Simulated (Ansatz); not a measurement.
Input file for Ansatz (a quantum-chemistry and plane-wave program):

Ansatz 0.2 input:
```yaml
crystal:
  lattice:
    - [4.0106806922, 0.0, 0.0]
    - [0.0, 4.0106806922, 0.0]
    - [0.0, 0.0, 5.6595192686]
  atoms:
    - { symbol: Ga, position: [0.0, 0.0, 0.0] }
    - { symbol: As, position: [0.5, 0.0, 0.2502084303] }
    - { symbol: Al, position: [0.5, 0.5, 0.5] }
    - { symbol: As, position: [0.0, 0.5, 0.7497915697] }
kpoints:
  mp_grid: { grid: [7, 7, 5] }
hamiltonian:
  xc: pbesol
  pseudopotentials: { kind: paw }
scf:
  occupations: { method: fixed }
elastic: { mode: relaxed_ion, stencil: two_point, amplitude: 0.005, f_tol: 0.0005 }
output: { polarization: {} }
```

Output (shortened):

```
Pseudopotential: Ga, paw, valence charge 13
Pseudopotential: As, paw, valence charge 15
Pseudopotential: Al, paw, valence charge 3
Functional definition: PBEsol
Crystal: 4 atoms, lattice volume = 91.037 Å³
Basis set: ecut = 420 eV, 1787 PW (Γ), exchange–correlation on 54×54×80 points (8 copies of the dense FFT grid, shifted against one another)
Bands: 28, of which v1, the nominal top of the filled ones, is band 23 counted from 1 (22 counted from 0)
Symmetry: 8 space group operations
Space group: P-4m2 (ITA 115), of the structure as read, at distance tolerance 4.5e-5 Å
k-points: 30 of 245 (time reversal used)
SCF 1 converged in 12 iterations: F = -13895.281074 eV  dr2 = 8.84e-15
relax step   1: F+E_penalty+E_count = -13895.28107381 eV  Δ(F+E_penalty+E_count) = +0.000e0 eV  max|allowed force component| = 1.327e-3 eV/Å  Δτ_max = 0.0000 Å  (12 SCF iters, accepted)
Crystal: 4 atoms, lattice volume = 91.037 Å³
SCF 2 converged in 10 iterations: F = -13895.281074 eV  dr2 = 1.07e-14
relax step   2: F+E_penalty+E_count = -13895.28107395 eV  Δ(F+E_penalty+E_count) = -1.406e-7 eV  max|allowed force component| = 1.003e-4 eV/Å  Δτ_max = 0.0001 Å  (10 SCF iters, accepted)
Crystal: 4 atoms, lattice volume = 91.037 Å³
SCF 3 converged in 10 iterations: F = -13895.281074 eV  dr2 = 8.07e-16
Crystal: 4 atoms, lattice volume = 90.581 Å³
Symmetry: 4 space group operations
k-points: 48 of 245 (time reversal used)
SCF 4 converged in 13 iterations: F = -13895.279954 eV  dr2 = 1.44e-14
relax step   1: F+E_penalty+E_count = -13895.27995424 eV  Δ(F+E_penalty+E_count) = +0.000e0 eV  max|allowed force component| = 4.145e-2 eV/Å  Δτ_max = 0.0000 Å  (13 SCF iters, accepted)
Crystal: 4 atoms, lattice volume = 90.581 Å³
SCF 5 converged in 10 iterations: F = -13895.280108 eV  dr2 = 8.88e-15
relax step   2: F+E_penalty+E_count = -13895.28010823 eV  Δ(F+E_penalty+E_count) = -1.540e-4 eV  max|allowed force component| = 9.370e-3 eV/Å  Δτ_max = 0.0019 Å  (10 SCF iters, accepted)
Crystal: 4 atoms, lattice volume = 90.581 Å³
SCF 6 converged in 9 iterations: F = -13895.280116 eV  dr2 = 1.40e-14
relax step   3: F+E_penalty+E_count = -13895.28011589 eV  Δ(F+E_penalty+E_count) = -7.657e-6 eV  max|allowed force component| = 1.020e-3 eV/Å  Δτ_max = 0.0006 Å  (9 SCF iters, accepted)
Crystal: 4 atoms, lattice volume = 90.581 Å³
SCF 7 converged in 8 iterations: F = -13895.280116 eV  dr2 = 3.47e-14
relax step   4: F+E_penalty+E_count = -13895.28011595 eV  Δ(F+E_penalty+E_count) = -6.094e-8 eV  max|allowed force component| = 4.988e-4 eV/Å  Δτ_max = 0.0001 Å  (8 SCF iters, accepted)
Crystal: 4 atoms, lattice volume = 90.581 Å³
SCF 8 converged in 10 iterations: F = -13895.280116 eV  dr2 = 1.36e-16
Crystal: 4 atoms, lattice volume = 91.492 Å³
Basis set: ecut = 420 eV, 1803 PW (Γ), exchange–correlation on 54×54×80 points (8 copies of the dense FFT grid, shifted against one another)
SCF 9 converged in 12 iterations: F = -13895.279983 eV  dr2 = 8.50e-14
relax step   1: F+E_penalty+E_count = -13895.27998295 eV  Δ(F+E_penalty+E_count) = +0.000e0 eV  max|allowed force component| = 3.959e-2 eV/Å  Δτ_max = 0.0000 Å  (12 SCF iters, accepted)
Crystal: 4 atoms, lattice volume = 91.492 Å³
SCF 10 converged in 9 iterations: F = -13895.280126 eV  dr2 = 9.46e-14
relax step   2: F+E_penalty+E_count = -13895.28012598 eV  Δ(F+E_penalty+E_count) = -1.430e-4 eV  max|allowed force component| = 8.600e-3 eV/Å  Δτ_max = 0.0019 Å  (9 SCF iters, accepted)
Crystal: 4 atoms, lattice volume = 91.492 Å³
SCF 11 converged in 9 iterations: F = -13895.280132 eV  dr2 = 1.30e-14
relax step   3: F+E_penalty+E_count = -13895.28013231 eV  Δ(F+E_penalty+E_count) = -6.322e-6 eV  max|allowed force component| = 1.089e-3 eV/Å  Δτ_max = 0.0006 Å  (9 SCF iters, accepted)
Crystal: 4 atoms, lattice volume = 91.492 Å³
SCF 12 converged in 8 iterations: F = -13895.280132 eV  dr2 = 4.34e-14
relax step   4: F+E_penalty+E_count = -13895.28013238 eV  Δ(F+E_penalty+E_count) = -7.287e-8 eV  max|allowed force component| = 5.174e-4 eV/Å  Δτ_max = 0.0001 Å  (8 SCF iters, accepted)
Crystal: 4 atoms, lattice volume = 91.492 Å³
SCF 13 converged in 7 iterations: F = -13895.280132 eV  dr2 = 6.88e-14
relax step   5: F+E_penalty+E_count = -13895.28013239 eV  Δ(F+E_penalty+E_count) = -1.494e-8 eV  max|allowed force component| = 4.785e-6 eV/Å  Δτ_max = 0.0000 Å  (7 SCF iters, accepted)
Crystal: 4 atoms, lattice volume = 91.492 Å³
SCF 14 converged in 10 iterations: F = -13895.280132 eV  dr2 = 1.75e-16
Crystal: 4 atoms, lattice volume = 90.581 Å³
Basis set: ecut = 420 eV, 1779 PW (Γ), exchange–correlation on 54×54×80 points (8 copies of the dense FFT grid, shifted against one another)
SCF 15 converged in 12 iterations: F = -13895.280298 eV  dr2 = 1.53e-14
relax step   1: F+E_penalty+E_count = -13895.28029806 eV  Δ(F+E_penalty+E_count) = +0.000e0 eV  max|allowed force component| = 3.553e-3 eV/Å  Δτ_max = 0.0000 Å  (12 SCF iters, accepted)
Crystal: 4 atoms, lattice volume = 90.581 Å³
SCF 16 converged in 8 iterations: F = -13895.280299 eV  dr2 = 2.01e-14
relax step   2: F+E_penalty+E_count = -13895.28029906 eV  Δ(F+E_penalty+E_count) = -1.001e-6 eV  max|allowed force component| = 2.522e-4 eV/Å  Δτ_max = 0.0003 Å  (8 SCF iters, accepted)
Crystal: 4 atoms, lattice volume = 90.581 Å³
SCF 17 converged in 10 iterations: F = -13895.280299 eV  dr2 = 3.49e-16
Crystal: 4 atoms, lattice volume = 91.492 Å³
SCF 18 converged in 12 iterations: F = -13895.280299 eV  dr2 = 2.37e-14
relax step   1: F+E_penalty+E_count = -13895.28029921 eV  Δ(F+E_penalty+E_count) = +0.000e0 eV  max|allowed force component| = 3.080e-3 eV/Å  Δτ_max = 0.0000 Å  (12 SCF iters, accepted)
Crystal: 4 atoms, lattice volume = 91.492 Å³
SCF 19 converged in 8 iterations: F = -13895.280300 eV  dr2 = 1.77e-14
relax step   2: F+E_penalty+E_count = -13895.28029998 eV  Δ(F+E_penalty+E_count) = -7.641e-7 eV  max|allowed force component| = 2.469e-4 eV/Å  Δτ_max = 0.0003 Å  (8 SCF iters, accepted)
Crystal: 4 atoms, lattice volume = 91.492 Å³
SCF 20 converged in 10 iterations: F = -13895.280300 eV  dr2 = 2.91e-16
Crystal: 4 atoms, lattice volume = 91.036 Å³
Basis set: ecut = 420 eV, 1791 PW (Γ), exchange–correlation on 54×54×80 points (8 copies of the dense FFT grid, shifted against one another)
Symmetry: 2 space group operations
k-points: 72 of 245 (time reversal used)
SCF 21 converged in 11 iterations: F = -13895.280543 eV  dr2 = 2.42e-14
relax step   1: F+E_penalty+E_count = -13895.28054295 eV  Δ(F+E_penalty+E_count) = +0.000e0 eV  max|allowed force component| = 3.999e-2 eV/Å  Δτ_max = 0.0000 Å  (11 SCF iters, accepted)
Crystal: 4 atoms, lattice volume = 91.036 Å³
SCF 22 converged in 9 iterations: F = -13895.280693 eV  dr2 = 6.35e-14
relax step   2: F+E_penalty+E_count = -13895.28069301 eV  Δ(F+E_penalty+E_count) = -1.501e-4 eV  max|allowed force component| = 8.681e-3 eV/Å  Δτ_max = 0.0020 Å  (9 SCF iters, accepted)
Crystal: 4 atoms, lattice volume = 91.036 Å³
SCF 23 converged in 9 iterations: F = -13895.280700 eV  dr2 = 9.04e-15
relax step   3: F+E_penalty+E_count = -13895.28069976 eV  Δ(F+E_penalty+E_count) = -6.759e-6 eV  max|allowed force component| = 1.019e-4 eV/Å  Δτ_max = 0.0006 Å  (9 SCF iters, accepted)
Crystal: 4 atoms, lattice volume = 91.036 Å³
SCF 24 converged in 10 iterations: F = -13895.280700 eV  dr2 = 1.40e-16
Crystal: 4 atoms, lattice volume = 91.036 Å³
SCF 25 converged in 11 iterations: F = -13895.280543 eV  dr2 = 2.79e-14
relax step   1: F+E_penalty+E_count = -13895.28054295 eV  Δ(F+E_penalty+E_count) = +0.000e0 eV  max|allowed force component| = 3.999e-2 eV/Å  Δτ_max = 0.0000 Å  (11 SCF iters, accepted)
Crystal: 4 atoms, lattice volume = 91.036 Å³
SCF 26 converged in 9 iterations: F = -13895.280693 eV  dr2 = 6.33e-14
relax step   2: F+E_penalty+E_count = -13895.28069301 eV  Δ(F+E_penalty+E_count) = -1.501e-4 eV  max|allowed force component| = 8.681e-3 eV/Å  Δτ_max = 0.0020 Å  (9 SCF iters, accepted)
Crystal: 4 atoms, lattice volume = 91.036 Å³
SCF 27 converged in 9 iterations: F = -13895.280700 eV  dr2 = 8.97e-15
relax step   3: F+E_penalty+E_count = -13895.28069976 eV  Δ(F+E_penalty+E_count) = -6.759e-6 eV  max|allowed force component| = 1.019e-4 eV/Å  Δτ_max = 0.0006 Å  (9 SCF iters, accepted)
Crystal: 4 atoms, lattice volume = 91.036 Å³
SCF 28 converged in 10 iterations: F = -13895.280700 eV  dr2 = 1.40e-16
Crystal: 4 atoms, lattice volume = 91.036 Å³
SCF 29 converged in 10 iterations: F = -13895.280873 eV  dr2 = 4.20e-14
relax step   1: F+E_penalty+E_count = -13895.28087277 eV  Δ(F+E_penalty+E_count) = +0.000e0 eV  max|allowed force component| = 1.195e-4 eV/Å  Δτ_max = 0.0000 Å  (10 SCF iters, accepted)
Crystal: 4 atoms, lattice volume = 91.036 Å³
SCF 30 converged in 10 iterations: F = -13895.280873 eV  dr2 = 2.61e-16
Crystal: 4 atoms, lattice volume = 91.036 Å³
SCF 31 converged in 10 iterations: F = -13895.280873 eV  dr2 = 4.03e-14
relax step   1: F+E_penalty+E_count = -13895.28087277 eV  Δ(F+E_penalty+E_count) = +0.000e0 eV  max|allowed force component| = 1.195e-4 eV/Å  Δτ_max = 0.0000 Å  (10 SCF iters, accepted)
Crystal: 4 atoms, lattice volume = 91.036 Å³
SCF 32 converged in 10 iterations: F = -13895.280873 eV  dr2 = 2.58e-16
SCF converged after 10 iterations
Stability not checked: this state was not tested for a lower state beside it, because too few of the mixer's solves of this state at the end of the SCF gave a …
Free energy (F): -13895.281074 eV
Harris-Foulkes:  -13895.281074 eV  (|F-HF|=1.82e-12)
Internal energy: -13895.281074 eV  (E = F + TS)
E sigma→0 (E₀):  -13895.281074 eV
Fermi energy:    7.084704 eV
--- Per-component energies (eV) ---
  E_band       = -594.533778
  E_kinetic    = 345.837563
  E_local      = -6336.137099  (includes V_loc(G=0)·N_el)
  E_nonlocal   = -899.708858
  E_hartree    = 3247.715352
  E_xc         = -265.053901
  E_vxc        = -245.549890  (∫ρ·V_xc dr)
  E_paw        = -5991.263862  (= ΣΔE_a)
  E_vpaw       = 45.593927  (= ΣTr[D̂ρ^β])
  E_aug_tail   = -0.000126  (compensation charges beyond the density's cutoff)
  E_ewald      = -3999.485118
  E_core_change = 2.814974  (= ΣΔE_core)
  E_smearing   =  0.000000  (= −TS)
  E_closure    = 0.000000  (closes the sum)
  Σ components = -13895.281074   (vs F -13895.281074, Δ=0.00e0)
--- Forces (eV/Å), atoms counted from 1 ---
  atom   1  Ga     0.00000000     0.00000000     0.00000000
  atom   2  As     0.00000000     0.00000000     0.00010027
  atom   3  Al     0.00000000     0.00000000     0.00000000
  atom   4  As     0.00000000     0.00000000    -0.00010027
  max |Σ_I F_I| component: 3.73e-17 eV/Å
--- Stress (GPa, compression-positive) ---
        0.001122       0.000000       0.000000
        0.000000       0.001122       0.000000
        0.000000       0.000000      -0.000772
  P = ⅓ Tr σ = 0.0005 GPa (0.005 kbar)
--- Band table (eV; the first three rows and the last of 30) ---
  k-point 0: bands = ["-27.7027", "-27.7027", "-27.7015", "-27.7011", "-27.6793", "-27.6784", "-27.6771", "-27.6771", "-27.6700", "-27.6699", "-7.5497", "-7.4730", "-7.4730", "-7.4333", "-7.4117", "-5.2012", "-2.9716", "0.9779", "4.6615", "4.6615", "7.0475", …
  k-point 1: bands = ["-27.7027", "-27.7027", "-27.7015", "-27.7012", "-27.6792", "-27.6785", "-27.6771", "-27.6771", "-27.6700", "-27.6699", "-7.5514", "-7.4732", "-7.4732", "-7.4329", "-7.4117", "-5.0618", "-3.3155", "1.4899", "4.8120", "4.8120", "5.8283", …
  k-point 2: bands = ["-27.7027", "-27.7027", "-27.7014", "-27.7012", "-27.6790", "-27.6787", "-27.6771", "-27.6771", "-27.6700", "-27.6700", "-7.5540", "-7.4734", "-7.4734", "-7.4322", "-7.4117", "-4.6742", "-3.9722", "2.6191", "4.3099", "5.2424", "5.2424", …
  k-point 29: bands = ["-27.7035", "-27.7027", "-27.6997", "-27.6997", "-27.6795", "-27.6795", "-27.6779", "-27.6771", "-27.6687", "-27.6687", "-7.5303", "-7.5276", "-7.4503", "-7.4318", "-7.4179", "-3.0608", "-2.9887", "0.7657", "1.8048", "3.4790", "3.7331", …
--- Elastic constants: 4 strain directions × 2 members + reference (group order 8) ---
  dense FFT box of the reference and of every strained cell: 27×27×40
  strains applied: 11, 33, 23, 12; error gains …
  reference relaxed by the batch: 2 steps …
  largest displacement 1.1e-4 Å; the constants are those of the deck's cell at these positions:
  atoms:
    - { symbol: Ga, position: [0.0, 0.0, 0.0] }
    - { symbol: As, position: [0.5, 0.0, 0.25018816615027445] }
    - { symbol: Al, position: [0.5, 0.5, 0.5] }
    - { symbol: As, position: [0.0, 0.5, 0.7498118338497256] }
  C = ∂σ_k/∂η_j (tension-positive GPa; Voigt order 11 22 33 23 13 12):
       133.860     26.916     51.860      0.000      0.000      0.000
        26.916    133.860     51.860      0.000      0.000      0.000
        51.848     51.848    108.344      0.000      0.000      0.000
         0.000      0.000      0.000     52.685      0.000      0.000
         0.000      0.000      0.000      0.000     52.685      0.000
         0.000      0.000      0.000      0.000      0.000     28.373
  reference stress σ⁰ (GPa):     -0.001     -0.001      0.001      0.000      0.000      0.000
  moduli (Voigt/Reuss/Hill, GPa): K = 70.81/70.81/70.81   G = 43.11/39.31/41.21   E = 103.55   ν = 0.256
  mechanically stable: yes (min eigenvalue of sym C = 28.37 GPa)
  e, the proper piezoelectric tensor (elastic.mode: relaxed_ion; C/m²; rows x y z; Voigt order 11 22 33 23 13 12):
       0.00000    0.00000    0.00000    0.00000   -0.14817    0.00000
       0.00000    0.00000    0.00000    0.14817    0.00000    0.00000
      -0.13289    0.13289    0.00000    0.00000    0.00000    0.00000
  ±, each entry's uncertainty from the finite density of the strings (C/m²), an estimate: the size of the correction for it that the entry includes:
       0.00000    0.00000    0.00000    0.00000    0.00787    0.00000
       0.00000    0.00000    0.00000    0.00787    0.00000    0.00000
       0.00851    0.00851    0.00000    0.00000    0.00000    0.00000
  strain η (Voigt 11):  stress-route row diagonal C_11 = 133.86 GPa, energy-path curvature d²(F+E_count+ΔE)/dδ²/Ω₀ = 133.86 GPa
         δ    σ_11 (GPa)             F (eV)   n_scf  n_hpsi   n_pw
    -5.000e-3      -0.6788      -13895.2801160      10   21642   1795   relax 4 steps, max|allowed force component| 4.99e-4 eV/Å
     5.000e-3       0.6598      -13895.2801324      10   21739   1810   relax 5 steps, max|allowed force component| 4.78e-6 eV/Å
  strain η (Voigt 33):  stress-route row diagonal C_33 = 108.34 GPa, energy-path curvature d²(F+E_count+ΔE)/dδ²/Ω₀ = 108.34 GPa
         δ    σ_33 (GPa)             F (eV)   n_scf  n_hpsi   n_pw
    -5.000e-3      -0.5435      -13895.2802991      10   13679   1794   relax 2 steps, max|allowed force component| 2.52e-4 eV/Å
     5.000e-3       0.5400      -13895.2803000      10   13570   1807   relax 2 steps, max|allowed force component| 2.47e-4 eV/Å
  strain η (Voigt 23):  stress-route row diagonal C_44 = 52.69 GPa, energy-path curvature d²(F+E_count+ΔE)/dδ²/Ω₀ = 52.69 GPa
         δ    σ_23 (GPa)             F (eV)   n_scf  n_hpsi   n_pw
    -5.000e-3      -0.2634      -13895.2806998      10   32454   1804   relax 3 steps, max|allowed force component| 1.02e-4 eV/Å
     5.000e-3       0.2634      -13895.2806998      10   32490   1804   relax 3 steps, max|allowed force component| 1.02e-4 eV/Å
  strain η (Voigt 12):  stress-route row diagonal C_66 = 28.37 GPa, energy-path curvature d²(F+E_count+ΔE)/dδ²/Ω₀ = 28.38 GPa
         δ    σ_12 (GPa)             F (eV)   n_scf  n_hpsi   n_pw
    -5.000e-3      -0.1419      -13895.2808728      10   21659   1801   relax 1 steps, max|allowed force component| 1.20e-4 eV/Å
     5.000e-3       0.1419      -13895.2808728      10   21722   1801   relax 1 steps, max|allowed force component| 1.20e-4 eV/Å
--- Formal polarisation (Berry phase): one branch of a lattice of values; only differences between neighbouring runs are physical ---
  axis  mesh            electronic          ionic      p = total  spread (rad)  least overlap  resolved gap  δp at fixed H ≤   (phases in cycles; p mod 1 …
  b1    7×7×5          -1.00000000     9.00000000     8.00000000      0.000000         0.8133        1.0084           8.0e-6
  b2    7×7×5           1.00000000     9.00000000    10.00000000      0.000000         0.8133        1.0084           8.0e-6
  b3    7×7×5           0.00000000    16.50000000    16.50000000      0.139174         0.8101        1.0084           6.2e-6
  quantum along a1:   0.04405573 e/Å² =    70.585056 µC/cm²
  quantum along a2:   0.04405573 e/Å² =    70.585056 µC/cm²
  quantum along a3:   0.06216756 e/Å² =    99.603413 µC/cm²
  P = (  0.35244581,   0.44055727,   1.02576475) e/Å² = (  564.680448,   705.850560,  1643.456311) µC/cm²  (mod the quanta)
```

Cost: roughly 6 core-minutes on shared cores.

The start of the workflow was typed in or built on a structure type; neither database checked (COD, Materials Project) lists it. Its standing as an ambient phase is unchecked. The PBEsol relaxation kept the symmetry of its start; whether a distortion lowers the energy is not shown. Spin–orbit coupling is left out wherever it is not named.

Potentials: the later of the program's two PAW sets.

Ansatz is a plane-wave DFT program.
